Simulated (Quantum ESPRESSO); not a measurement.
Parts of the isotropic shielding in KCl, by PBE GIPAW (a modified build of Quantum ESPRESSO, JTH PAW datasets), 25 Ha, k-mesh 4×4×4 shifted:

```xyz
2
Lattice="0.0000 3.1439 3.1439 3.1439 0.0000 3.1439 3.1439 3.1439 0.0000" Properties=species:S:1:pos:R:3 pbc="T T T"
K      0.0000     0.0000     0.0000
Cl     3.1439     3.1439     3.1439
```
The cell was made here from an entry of the Crystallography Open Database (unchecked): atoms relaxed with PBE in the measured cell (PBE without dispersion, pw.x of Quantum ESPRESSO, symmetry kept).  Stability against distortions was not tested.

The core term is that of the free atom's frozen core; the paramagnetic column sums the reconstruction terms. Shieldings are absolute and leave out the bulk-susceptibility term; a larger σ means a smaller chemical shift. By our sweeps, such settings leave a few ppm in absolute σ. No d partial waves on Cl: the paramagnetic term there is incompletely reconstructed.

| site | core | bare (smooth current) | diamagnetic correction | paramagnetic corrections | σ_iso (ppm) |
|---|---|---|---|---|---|
| K (atom 1) | 1193.4 | 89.7 | 22.3 | ___ | ___ |
| Cl (atom 2) | 1050.8 | 85.9 | -12.0 | ___ | ___ |

Q: Some entries are withheld; supply them.

A: 
- K (atom 1), paramagnetic corrections: -156.1
- K (atom 1), σ_iso (ppm): 1149.3
- Cl (atom 2), paramagnetic corrections: -221.2
- Cl (atom 2), σ_iso (ppm): 903.4
